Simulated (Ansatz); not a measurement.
Take a crystal in which Cd has been replaced by Hg on all its sites, with the cell rescaled by a rough guess (in some cases also distorted within its space group) and nothing relaxed:

```
Hg
1.0
     2.84791    0.00000    0.00000
    -1.42396    2.46636    0.00000
     0.00000    0.00000    9.75263
Hg
4
Direct
  0.00000 0.00000 0.00000
  0.33333 0.66667 0.25000
  0.00000 0.00000 0.50000
  0.66667 0.33333 0.75000
```

These are results of Ansatz, DFT PBEsol, scalar-relativistic, plane waves, PAW, not measurements.

Settings: cutoff 420 eV, Γ-centred mesh 18×18×6 on the computed 4-atom cell, Gaussian smearing of 0.10 eV; no spin polarisation.

Question: Will this cell want to expand or contract, and how hard?

Answer: The pressure is 35.9 GPa (positive in compression), so the cell would expand.

Question: Is it a metal on this mesh?

Answer: Yes, a band crosses the Fermi level.

Spin-orbit coupling is left out, which matters for the bands of heavy elements.

This form isn't the element's structure at ambient conditions.